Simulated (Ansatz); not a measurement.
Data:

CeO₂ (fluorite)

```xyz
3
Lattice="0.0000 2.7322 2.7322 2.7322 0.0000 2.7322 2.7322 2.7322 0.0000" Properties=species:S:1:pos:R:3 pbc="T T T"
Ce     0.0000     0.0000     0.0000
O      1.3661     1.3661     1.3661
O      4.0984     4.0984     4.0984
```

Scan: atom 1 (Ce, nearest neighbour O at 2.366 Å; its periodic images, 3.9 Å or more away, move with it) is displaced along Cartesian x, direction (1.000, 0.000, 0.000) in Cartesian axes, by s. The other atoms stay.

All values below come from PBE (plane waves to 420 eV, PAW, scalar-relativistic; Ansatz, an electronic-structure program). k mesh 8×8×8 (Γ-centred), Fermi-Dirac smearing 0.05 eV. Energies are smeared free energies. CeO2 is run without spin polarisation. CeO2 was relaxed with its symmetry unable to fall. The PAW data are Ansatz's earlier set. The filling of the f shell was not checked against other fillings, so treat energies with care. The zero of ΔE is the undisplaced structure.

The scan covers s from -0.240 to 0.240 Å in 11 points.

Problem. Is the energy the same for equal positive and negative displacements?

Solution. Even: the same for both signs. With its periodic images moving along, the atom's site symmetry in this cell is m-3m.

Problem. What is the force constant k = d²E/ds² of this move at s = 0?

Solution. 6.20 eV/Å².

(A displaced cell: forces are minus the slopes of the energy, force constants its curvatures, and phonons follow from these.)
